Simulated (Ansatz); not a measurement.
HfB2 (P6/mmm), relaxed with PBE (Ansatz, a first-principles code, plane waves, PAW): a = 3.145 Å, b = 3.145 Å, c = 3.487 Å, α = 90.00°, β = 90.00°, γ = 120.00°.

| Property | Result |
|---|---|
| ΔH_f (eV/atom) | -1.01 |
| B₀ by P(V) fit (GPa) | 248 |

The same phase is relaxed and computed with PBEsol in the same code. What are the cell and these values now?

a = b = 3.1273 Å, c = 3.4468 Å, α = β = 90.00°, γ = 120.00°.

ΔH_f (eV/atom): -1.08
B₀ by P(V) fit (GPa): 260

All cells were relaxed under the symmetry of their starts (and spin orders); stability against distortions was not tested throughout. Rows with no word on spin ran without spin polarisation. Scalar-relativistic: spin–orbit coupling is off unless named, which matters more the heavier the elements.

Potentials: the later of the program's two PAW sets.

Ansatz is a plane-wave DFT program.

Formation energies count from the lowest solids of the elements computed at the same level, not from gases.
